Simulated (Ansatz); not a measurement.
Relaxed HfO₂ (fluorite):

```yaml
crystal:
  lattice:
    - [0.00000, 5.09813, 5.09813]
    - [2.54906, 0.00000, 2.54906]
    - [2.54906, 2.54906, 0.00000]
  atoms:
    - { symbol: Hf, position: [0.00000, 0.00000, 0.00000] }
    - { symbol: Hf, position: [0.50000, 0.00000, 0.00000] }
    - { symbol: O, position: [0.12500, 0.25000, 0.25000] }
    - { symbol: O, position: [0.62500, 0.25000, 0.25000] }
    - { symbol: O, position: [0.37500, 0.75000, 0.75000] }
    - { symbol: O, position: [0.87500, 0.75000, 0.75000] }
```

Scan: atom 5 (O, nearest neighbour Hf at 2.208 Å; its periodic images, 3.6 Å or more away, move with it) is displaced along Cartesian [111], direction (0.577, 0.577, 0.577) in Cartesian axes, by s. The other atoms stay.

These are PBE (plane waves to 420 eV, PAW, scalar-relativistic; Ansatz, a quantum-chemistry and plane-wave program) values and carry that method's errors. k mesh 9×9×9 (Γ-centred), Fermi-Dirac smearing 0.05 eV. E stands for the smeared free energy. Left out: 2 of 11 points, with atoms too close for the PAW data. HfO2 is run without spin polarisation. HfO2 was relaxed with its symmetry unable to fall. Spin-orbit coupling is left out, though Hf is heavy. The PAW data are Ansatz's earlier set. This is a high-temperature form of HfO2. The zero of ΔE is the undisplaced structure.

```json
[
 {"s (Å)": "-0.660", "ΔE (meV/cell)": "1504"},
 {"s (Å)": "-0.528", "ΔE (meV/cell)": "1055"},
 {"s (Å)": "-0.396", "ΔE (meV/cell)": "651"},
 {"s (Å)": "-0.264", "ΔE (meV/cell)": "319"},
 {"s (Å)": "-0.132", "ΔE (meV/cell)": "88"},
 {"s (Å)": "0.000", "ΔE (meV/cell)": "0"},
 {"s (Å)": "0.132", "ΔE (meV/cell)": "112"},
 {"s (Å)": "0.264", "ΔE (meV/cell)": "516"},
 {"s (Å)": "0.396", "ΔE (meV/cell)": "1356"}
]
```

**Question.** What force constant k = d²E/ds² at s = 0 does the table give?

**Answer.** 11 eV/Å². It is the second difference of the nearest points, corrected with the next pair.

**Question.** With k = 11.36 eV/Å² from the forces, is the well harmonic out to s = 0.396 Å?

**Answer.** ½ks² = 891 meV/cell against the computed 1356 meV/cell, so the well is stiffer than harmonic there.

(A displaced cell: forces are minus the slopes of the energy, force constants its curvatures, and phonons follow from these.)
